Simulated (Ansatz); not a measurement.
# PdSeO$_{3}$: computed property card

PdSeO3:
```xyz
10
Lattice="3.4438 3.4426 0.0000 -3.4438 3.4426 0.0000 -3.2991 0.0000 5.9090" Properties=species:S:1:pos:R:3 pbc="T T T"
Pd    -1.7219     1.7213     0.0000
Pd     1.7219     1.7213     0.0000
Se    -3.2799     3.4426     3.7296
Se    -0.0192     3.4426     2.1795
O      0.8786     2.0800     1.7434
O     -4.1776     4.8052     4.1656
O     -4.1776     2.0800     4.1656
O      0.8786     4.8052     1.7434
O     -1.2063     3.4426     0.8184
O     -2.0928     3.4426     5.0906
```

Space group C2/m (No. 12); conventional cell a = 6.8876 Å, b = 6.8852 Å, c = 6.7676 Å, α = γ = 90.00°, β = 119.18°.

Method: LDA (plane waves, PAW; program Ansatz). Geometry: relaxed at this level of theory. Other levels are named where they apply.

**Cell and energy**

- Volume per atom = 14.01 Å³
- Density = 5.53 g/cm³
- Formation energy from the elements (no fitted shifts) = -0.66 eV/atom

**Electronic structure**

- Band gap: 0.69 eV (indirect)
- Valence-band maximum: at M2 (k = 0.500, 0.500, 0.500 in fractions of the reciprocal vectors)
- Conduction-band minimum: at Γ
- Smallest direct gap on the standard path: 0.75 eV
- Electron effective mass: 0.78, 0.78, 11 mₑ (principal values)
- Electron effective mass with spin–orbit coupling: 0.79, 0.79, 11 mₑ (principal values)
- HSE06 gap on the LDA cell: 2.54 eV
- Gap with spin–orbit coupling: 0.70 eV

**Mechanics**

- Bulk modulus (Birch–Murnaghan fit): 29.7 GPa
- Pressure derivative B′: 7.6
- Elastic constants (relaxed ions, GPa): C11 = 33.0, C22 = 129, C33 = 44.0, C12 = 43.5, C13 = 31.5, C23 = 23.7, C44 = 33.9, C55 = 26.7, C66 = 28.8, C15 = -0.9, C25 = 7.9, C35 = -10.0, C46 = -10.3
- Mechanical stability: stable (all eigenvalues of C positive)

**Dielectric response**

- Electronic dielectric constant ε∞ (DFPT): 5.51 (xx), 7.16 (yy), 4.78 (zz)
- Born charges (a third of the trace): Pd +1.19, Se +3.00, O -1.47 to -1.25 e

**Charges**

- Bader charges: Pd +0.91, Se +1.97, O -0.98 to -0.93 e

The first step of the workflow began from a Materials Project structure, measured or hypothetical; the Crystallography Open Database copy checked does not list it. COD files the formula under space group No. 11. Whether it is the stable phase at ambient conditions was not checked. Symmetry was held in the LDA relaxation; whether a distortion lowers the energy is not shown. No spin polarisation was allowed. A crystal of weakly bound layers computed without a dispersion correction: the cell and the soft elastic constants depend strongly on that. The references are the lowest solids computed at this level, not always the standard phases (solids in place of the gases). Spin–orbit coupling is left out wherever it is not named.

Potentials: the later of the program's two PAW sets.
